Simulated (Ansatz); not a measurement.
Zn5CdS6 (P3m1) at 3 levels of theory

One geometry, relaxed with PBE; plane waves with PAW potentials in Ansatz, scalar-relativistic. No spin polarisation. Gaps are the least over mesh and band path; pressure is positive in compression.

```
Zn Cd S
1.0
     3.89365    0.00000    0.00000
    -1.94682    3.37200    0.00000
     0.00000    0.00000   19.27717
Zn Cd S
5 1 6
Direct
  0.33333 0.66667 0.99588
  0.33333 0.66667 0.67100
  0.66667 0.33333 0.15794
  0.66667 0.33333 0.50861
  0.66667 0.33333 0.83343
  0.33333 0.66667 0.33621
  0.33333 0.66667 0.11831
  0.33333 0.66667 0.46847
  0.33333 0.66667 0.79344
  0.66667 0.33333 0.27982
  0.66667 0.33333 0.63103
  0.66667 0.33333 0.95586
```

```tsv
level	cutoff (eV)	k mesh	gap (eV)	pressure (GPa)
PBE	420	12×12×2	1.58	0.0
r2SCAN	500	12×12×2	2.09	-2.0
LDA	420	12×12×2	1.33	-5.7
```

The structure comes from a generated guess; another structure or a mixture of phases may lie lower.
